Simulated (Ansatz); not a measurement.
AuBr:
```
CELL_PARAMETERS angstrom
     -3.57989     3.57989     4.59901
      3.57989    -3.57989     4.59901
      3.57989     3.57989    -4.59901
ATOMIC_POSITIONS crystal
  Au 0.87500 0.12500 0.75000
  Au 0.87500 0.62500 0.75000
  Au 0.37500 0.12500 0.25000
  Au 0.87500 0.12500 0.25000
  Br 0.30288 0.30288 0.00000
  Br 0.05288 0.55288 0.50000
  Br 0.44712 0.94712 0.50000
  Br 0.69712 0.69712 0.00000
```

r²SCAN (plane waves, PAW; program Ansatz) gives a gap of 2.37 eV without spin–orbit coupling, maximum at Γ, minimum at Γ.

**Question.** What happens when spin–orbit coupling is switched on?

**Answer.** The gap drops by 0.28 eV, to 2.09 eV; maximum at Γ, minimum at Γ.

**Question.** Give the electron effective mass with spin–orbit coupling.

**Answer.** 0.21, 0.23, 0.23 mₑ (principal values).

**Question.** Give the hole effective mass with spin–orbit coupling.

**Answer.** 0.24, 1.3, 1.3 mₑ (principal values).

Space group I4_1/amd. The workflow started from an entry of the Crystallography Open Database (COD), which files this formula under 2 space groups. Whether it is the stable phase at ambient conditions was not checked. The r²SCAN relaxation kept the symmetry of its start; its stability against distortions is not shown here.

Potentials: the later of the program's two PAW sets.
